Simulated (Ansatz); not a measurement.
# NiGe at a changed volume: Ge-73 nuclear quadrupole resonance

Cell: a COD entry, relaxed with PBE at fixed cell and then changed (volume scaled by 0.94, ions relaxed).

Space group Pnma (No. 62); a = 5.2712, b = 3.3580, c = 5.6924 Å.

| site | Wyckoff | site symmetry | x | y | z |
| --- | --- | --- | --- | --- | --- |
| Ni | 4c | .m. | 0.9913 | 0.7500 | 0.1862 |
| Ge | 4c | .m. | 0.8149 | 0.7500 | 0.5863 |

One atom of each set is listed.

The numbers come from a DFT calculation in Ansatz (PBE, plane waves and PAW, scalar-relativistic, collinear spin, 420 eV cutoff, Γ-centred 9×14×8 k-points, Fermi–Dirac smearing 0.05 eV). Start moments as typed (μB): 1.5 on each Ni, none on the rest.

Ge-73: I = 9/2, Q = -196.0 mb (year-2017 value). Static lattice, zero field.

Problem. Predict the zero-field Ge-73 lines of each site.

Solution. For I = 9/2 and η = 0 the lines are |C_Q|/24 times 1, 2, 3 and 4; η shifts the lowest up most. At large η the states mix, and weaker lines appear at sums of the main ones; lines under 5 % of the strongest are left out.

| site | atoms | V_zz (10²¹ V/m²) | C_Q (MHz) | η | line frequencies (MHz) |
| --- | --- | --- | --- | --- | --- |
| Ge | 4 | -5.67 | 26.9 | 1.00 | 2.79, 2.79, 4.09, 4.09, 5.58 |

The run finds no gap above 0.1 eV (a metal, or nearly one), so the gradients can move by 10 % or more with the k-mesh. At this changed cell the PBE pressure is 14 GPa. The start moments die out, and the run ends without spin.

The relaxation (3 steps) took 8.4 min of wall time (8.4 min of CPU time) and 2.6 GiB at its peak, on 1 thread of Intel Xeon Platinum 8488C (Sapphire Rapids) (x86_64; 16 cores open to the job, memory cap 3.0 GiB, no GPU), a shared host with a load of 0.5 a core.
